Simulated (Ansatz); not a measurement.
**Notes on SiC2N4**

```
N C Si
1.0
     6.12588    0.00000    0.00000
     0.00000    6.12588    0.00000
     0.00000    0.00000    6.12588
N C Si
8 4 2
Direct
  0.10300 0.10300 0.10300
  0.89700 0.60300 0.60300
  0.39700 0.39700 0.10300
  0.60300 0.89700 0.60300
  0.10300 0.39700 0.39700
  0.89700 0.89700 0.89700
  0.39700 0.10300 0.39700
  0.60300 0.60300 0.89700
  0.00000 0.00000 0.00000
  0.00000 0.50000 0.50000
  0.50000 0.50000 0.00000
  0.50000 0.00000 0.50000
  0.25000 0.25000 0.25000
  0.75000 0.75000 0.75000
```

The numbers come from plane-wave PAW DFT (Ansatz): r2SCAN, no spin polarisation, 500 eV, 4×4×4 Γ-centred k points, gaussian occupations (width 0.2457 eV). Nothing was relaxed.

Task: Is it stable against the elements?

Result: 0.39 eV an atom against the elements' usual phases (free molecules for gases, crystals otherwise, with no correction for O₂ or N₂), so at this geometry it isn't bound against them. Relaxing would lower it.

Task: Is there a gap, and of what kind?

Result: The gap is 4.63 eV, direct at the points sampled. A semilocal functional usually gives too small a gap.

Task: How is the charge shared?

Result: Bader charges in e: Si +3.36, C +2.34, N -2.01. In the mean Si gives up most and N takes most.

Task: What does the stress say?

Result: The pressure is 48.5 GPa (compression positive), so with the atoms held at these fractions the cell would first expand; the forces are large, so a full relaxation may end otherwise.

Origin: a database entry at a rescaled volume. Caveats: forces this large suggest misplaced atoms in the database entry; atoms or cell far from equilibrium; wide smearing.
